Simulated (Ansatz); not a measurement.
A distorted cell of CoSi₂ (fluorite type, space group Fm-3m):

```xyz
3
Lattice="0.0000 2.6573 2.6573 2.6573 0.0000 2.6573 2.6573 2.6573 0.0000" Properties=species:S:1:pos:R:3 pbc="T T T"
Co     0.2760     0.0000     0.0000
Si     1.3287     1.3287     1.3287
Si     3.9860     3.9860     3.9860
```

These are r2SCAN (plane waves to 500 eV, PAW, scalar-relativistic; Ansatz, a quantum-chemistry and plane-wave program) values and carry that method's errors. k mesh 12×12×12 (Γ-centred), Fermi-Dirac smearing 0.05 eV. Energies are smeared free energies. Stress and pressure are positive under compression. With partly filled bands, energies and forces of such displacements shift with the k mesh and the smearing. CoSi2 is run without spin polarisation. CoSi2 was relaxed with its symmetry unable to fall. The PAW data are Ansatz's earlier set.

**Question.** What forces act on the atoms (eV/Å, Cartesian)?

**Answer.** 
| atom | Fx | Fy | Fz |
|---|---|---|---|
| Co1 | -3.544 | 0.000 | 0.000 |
| Si2 | 1.772 | 0.000 | 0.000 |
| Si3 | 1.772 | 0.000 | 0.000 |

**Question.** Give the stress tensor in GPa and the pressure.

**Answer.** 
```
    4.1      0.0      0.0
    0.0      7.7      0.0
    0.0      0.0      7.7
```
The pressure, a third of the trace, is 6.5 GPa.

**Question.** In it atom 1 sits (0.276, 0.000, 0.000) Å away from its relaxed site. What is its energy relative to the relaxed cell?

**Answer.** 489 meV/cell.

(A displaced cell: forces are minus the slopes of the energy, force constants its curvatures, and phonons follow from these.)
